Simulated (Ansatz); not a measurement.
TlBr (zinc blende, space group No. 216) at seven volumes, HSE06 in the plane-wave PAW code Ansatz, scaled uniformly. One row is withheld.

| V (Å³/atom) | P (GPa) |
|---|---|
| 47.897 | 1.32 |
| 49.476 | ? |
| 51.055 | 0.37 |
| 52.634 | 0.00 |
| 54.213 | -0.31 |
| 55.792 | -0.57 |
| 57.371 | -0.78 |

Task: Fit the shown pressures and predict the withheld one.

Result: P = (3/2)B₀(x^(7/2) − x^(5/2))[1 + (3/4)(B′ − 4)(x − 1)] with x = (V₀/V)^(2/3). Least squares on the six rows gives V₀ = 52.635 Å³/atom, B₀ = 11.2 GPa, B′ = 4.79. At V = 49.476, x = 1.0421 and P = 0.80 GPa. The run itself gave 0.80 GPa.

Space group F-43m (zinc blende). The cell is a constructed one: a structure type filled with these elements; neither database checked (COD, Materials Project) lists it. COD files the formula under space group No. 221, so this cell is another polymorph or a model. Whether it is the stable phase at ambient conditions was not checked. The cell was relaxed with HSE06 under the symmetry of its start; its stability against distortions is not shown here. Scalar-relativistic: spin–orbit coupling is off unless named, which matters more the heavier the elements.

Potentials: the later of the program's two PAW sets.
